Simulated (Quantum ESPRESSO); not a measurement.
## Ca in MgH2: quadrupolar couplings

Host, cell and atoms relaxed with PBE and no dispersion term (field gradients by PBE PAW (JTH datasets; density from pw.x of a modified build of Quantum ESPRESSO, gradients reconstructed from it by a script), 30 Ha, k-mesh 5×5×7 through Γ):

```csv
site,site symmetry,Vzz (10²¹ V/m²),η_Q,∣C_Q∣ (MHz)
"Mg (atoms 1, 2)",mmm,0.67,0.97,3.21 (²⁵Mg)
"H (atoms 3, 4, 5, 6)",m2m,-0.52,0.61,0.036 (²H)
```

Its cell: a = 4.5325 Å, b = 4.5325 Å, c = 3.0230 Å, α = 90.00°, β = 90.00°, γ = 90.00°.

Changed cell (atom 1 is the new one; 30 Ha, k-mesh 5×5×7 through Γ):

```
CaMgH4
1.0
    4.76604    -0.16361     0.00000
   -0.16361     4.76604     0.00000
    0.00000     0.00000     3.39266
Ca Mg H
1 1 4
Direct
  0.50000   0.50000   0.50000
  0.00000   0.00000   0.00000
  0.71134   0.71134   0.00000
  0.28866   0.28866   0.00000
  0.82512   0.17488   0.50000
  0.17488   0.82512   0.50000
```
The cell was made here from a computed Materials Project entry: one of 2 Mg replaced by Ca, cell and atoms relaxed (PBE without dispersion, pw.x of Quantum ESPRESSO, symmetry kept). The parent is MgH2 in P4₂/mnm. The swapped cell is a model, not a known phase. Stability against distortions was not tested.

Quadrupole moments taken as inputs (sizes, barn, from the tables of PySCF and pymatgen): ²⁵Mg 0.199, ²H 0.00286, ⁴³Ca 0.0408.

Convention: |Vzz| is the largest principal value, η_Q = (Vxx − Vyy)/Vzz, |C_Q| = |eQVzz/h|. Cores are frozen. Against all-electron runs on small test molecules, this scheme's |Vzz| missed by −3 to +1 % on H. Ca, Mg had no test against all-electron runs. Where η passes 0.9 the sign of Vzz means little. The structure is static (0 K, no zero-point motion).

What do the sites of the changed cell show?


```json
[
 {"site": "Ca (atom 1)", "distance to atom 1 (Å)": "–", "Vzz (10²¹ V/m²)": "-1.69", "η_Q": "0.37", "∣C_Q∣ (MHz)": "1.67"},
 {"site": "Mg (atom 2)", "distance to atom 1 (Å)": "3.67", "Vzz (10²¹ V/m²)": "-1.89", "η_Q": "0.86", "∣C_Q∣ (MHz)": "9.09"},
 {"site": "H1 (atoms 3, 4)", "distance to atom 1 (Å)": "2.18", "Vzz (10²¹ V/m²)": "-0.49", "η_Q": "0.92", "∣C_Q∣ (MHz)": "0.034"},
 {"site": "H2 (atoms 5, 6)", "distance to atom 1 (Å)": "2.27", "Vzz (10²¹ V/m²)": "-0.34", "η_Q": "0.28", "∣C_Q∣ (MHz)": "0.023"}
]
```
The swap repeats in every cell, so this is an ordered compound and not a dilute impurity.
